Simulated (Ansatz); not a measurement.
PbSe (rock salt)

```
CELL_PARAMETERS angstrom
      0.00000     3.10883     3.10883
      3.10883     0.00000     3.10883
      3.10883     3.10883     0.00000
ATOMIC_POSITIONS crystal
  Se 0.00000 0.00000 0.00000
  Pb 0.50000 0.50000 0.50000
```

E(V) scan at fixed shape, V₀ the volume above. Symmetry pins the atoms to their sites.

Level of theory: PBE (plane waves to 420 eV, PAW, scalar-relativistic; Ansatz, a program for electronic structure). k mesh 9×9×9 (Γ-centred), Fermi-Dirac smearing 0.05 eV. E stands for the smeared free energy. PbSe was relaxed with its symmetry unable to fall. Spin-orbit coupling is left out, though Pb is heavy. The PAW data are Ansatz's earlier set. The zero of ΔE is the relaxed starting cell.

```
V/V₀   ΔE (kJ/mol of atoms)
-----  --------------------
0.900                   [?]
0.917                  3.41
0.933                  2.11
0.950                  1.15
0.967                  0.49
0.983                   [?]
1.000                  0.00
1.017                   [?]
1.033                  0.45
1.050                  0.97
1.067                  1.68
1.083                  2.54
1.100                  3.56
```

### Question
Fill in the missing entries.

### Answer

- 0.900, ΔE (kJ/mol of atoms): 5.07
- 0.983, ΔE (kJ/mol of atoms): 0.12
- 1.017, ΔE (kJ/mol of atoms): 0.12

(A scan under strain: stresses follow from slopes of the energy per volume, elastic moduli from its curvatures.)
